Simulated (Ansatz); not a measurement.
A distorted cell of HfN (rock salt):

```xyz
2
Lattice="0.0000 2.2630 2.2630 2.2630 0.0000 2.2630 2.2630 2.2630 0.0000" Properties=species:S:1:pos:R:3 pbc="T T T"
N      0.0000     0.0000    -0.4080
Hf     2.2630     2.2630     2.2630
```

Computed with r2SCAN (plane waves to 500 eV, PAW, scalar-relativistic; Ansatz, an electronic-structure program). k mesh 14×14×14 (Γ-centred), Fermi-Dirac smearing 0.05 eV. The energy includes the smearing's −TS. Compression counts positive. With partly filled bands, energies and forces of such displacements shift with the k mesh and the smearing. HfN is run without spin polarisation. HfN was relaxed with its symmetry unable to fall. Spin-orbit coupling is left out, though Hf is heavy. The PAW data are Ansatz's earlier set.

Predict the force on every atom, in eV/Å.


```
atom     Fx     Fy      Fz
----  -----  -----  ------
N1    0.000  0.000   6.112
Hf2   0.000  0.000  -6.112
```

Give the stress tensor in GPa and the pressure.


```
    1.9      0.0      0.0
    0.0      1.9      0.0
    0.0      0.0     68.1
```
The pressure, a third of the trace, is 24.0 GPa.

In it atom 1 sits (0.000, 0.000, -0.408) Å away from its relaxed site. What is its energy relative to the relaxed cell?

1099 meV/cell.

(For displaced atoms, the force is minus the slope of the energy, and its curvature is a force constant, which sets phonon frequencies.)
